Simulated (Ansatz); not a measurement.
## Al3InAs4 (I-42m)

Computed with DFT PBE, scalar-relativistic, plane waves, PAW in Ansatz 0.2.0.

Cutoff 420 eV; k points 8×8×8 on the computed 8-atom cell (Γ-centred); Gaussian smearing, width 0.02 eV; no spin polarisation.

The structure is relaxed at this level of theory with its symmetry kept, and needn't be the ground state of this composition.

```
Al In As
1.0
    -2.91865    2.91865    5.82845
     2.91865   -2.91865    5.82845
     2.91865    2.91865   -5.82845
Al In As
3 1 4
Direct
  0.75000 0.25000 0.50000
  0.50000 0.50000 0.00000
  0.25000 0.75000 0.50000
  0.00000 0.00000 0.00000
  0.86706 0.39400 0.00000
  0.60600 0.60600 0.47305
  0.39400 0.86706 0.00000
  0.13294 0.13294 0.52695
```

```json
{"Space group": "I-42m (No. 121)", "Volume per atom": "24.82 Å³", "Formation energy from the elements' standard states (uncorrected)": "-0.421 eV/atom", "Kohn–Sham band gap": "1.15 eV, direct at Γ", "Orbital (Löwdin) character of the top 1 eV of the valence band": "As 4p 78 %, Al 3p 11 %, In 5p 9 %", "Orbital (Löwdin) character of the lowest 1 eV of the conduction band": "Al 3p 30 %, As 4p 15 %, As 4s 15 %, In 5s 12 %, Al 3s 11 %, In 5p 8 %, unprojected 8 %", "Electron masses at the edge by direction of the standard setting (m_e; one valley, along these axes only; no spin-orbit coupling)": "x: 0.075; y: 0.075; z: 0.098", "Hole masses at the edge by direction of the standard setting (m_e; one valley, along these axes only; no spin-orbit coupling)": "x: 0.50, 0.077; y: 0.50, 0.077; z: 0.47, 0.47", "Bader charge by site (e)": "Al (2 in the cell) 1.93, Al (1 in the cell) 1.95, In (1 in the cell) 0.74, As (4 in the cell) -1.64"}
```

The cell was found from a structure generator's guess, not taken from experiment. Kohn–Sham gaps at this level usually fall short of measured ones. Löwdin shares on free-atom orbitals overweight diffuse shells in the empty bands.
